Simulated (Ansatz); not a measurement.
In DFT-PBEsol in the program Ansatz with PAW potentials, AlB$_{2}$W$_{2}$ in the orthorhombic phase (Cmmm; Al on 2a, W on 4j, B on 4i) relaxes to a = 3.071 Å, b = 11.508 Å, c = 3.114 Å. Its formation energy from the elements is -0.32 eV/atom, with no fitted shifts.

Electronic character: metallic (no gap).

An equation-of-state fit gives a bulk modulus of 2640 kbar. The highest mode at Γ lies at 736 cm⁻¹.

The start of the workflow was typed in or built on a structure type; neither database checked (COD, Materials Project) lists it. Its standing as an ambient phase is unchecked. Symmetry was held in the PBEsol relaxation; its stability against distortions is not shown here. The run is not spin-polarised. As this level gives no gap, phonon frequencies hold no LO–TO term and depend on the k-mesh and smearing (Fermi–Dirac, 0.1 eV here). The references are the lowest solids computed at this level, not always the standard phases. Spin–orbit coupling is left out wherever it is not named.

Potentials: the later of the program's two PAW sets.
